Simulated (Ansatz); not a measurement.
AlCu (space group C2/m)

```
AlCu
1.0
    5.97605    -2.03048     0.00000
    5.97605     2.03048     0.00000
   -3.90277     0.00000     5.60677
Cu Al
5 5
Direct
  0.00000   0.00000   0.00000
  0.25813   0.25813   0.23902
  0.74187   0.74187   0.76098
  0.10932   0.10932   0.77239
  0.89068   0.89068   0.22761
  0.50000   0.50000   0.50000
  0.15535   0.15535   0.45983
  0.84465   0.84465   0.54017
  0.37751   0.37751   0.99422
  0.62249   0.62249   0.00578
```

Equation-of-state scan: isotropic scaling of the cell above, V₀ being its volume. The atoms relax within the cell's symmetry.

Level of theory: PBEsol (plane waves to 420 eV, PAW, scalar-relativistic; Ansatz, a program for electronic structure). k mesh 12×12×9 (Γ-centred), Fermi-Dirac smearing 0.05 eV. The energy includes the smearing's −TS. With the shape held, the modulus is that of even scaling; a crystal free to change shape is softer. AlCu is run without spin polarisation. AlCu was relaxed with its symmetry unable to fall. ΔE is measured from the relaxed starting cell. The last digit holds for this mesh only.

| V (Å³/atom) | ΔE (meV/atom) |
|---|---|
| 12.246 | 65.1 |
| 12.473 | 43.7 |
| 12.700 | 27.1 |
| 12.926 | 14.7 |
| 13.153 | 6.3 |
| 13.380 | 1.5 |
| 13.607 | 0.0 |
| 13.834 | 1.5 |
| 14.060 | 5.6 |
| 14.287 | 12.3 |
| 14.514 | 21.2 |
| 14.741 | 32.1 |
| 14.967 | 44.9 |

Task: What is the fitted pressure derivative B₀′?

Result: 4.6.

Task: What bulk modulus at fixed cell shape B₀ follows from a third-order Birch-Murnaghan fit?

Result: 126 GPa.

(A scan under strain: stresses follow from slopes of the energy per volume, elastic moduli from its curvatures.)
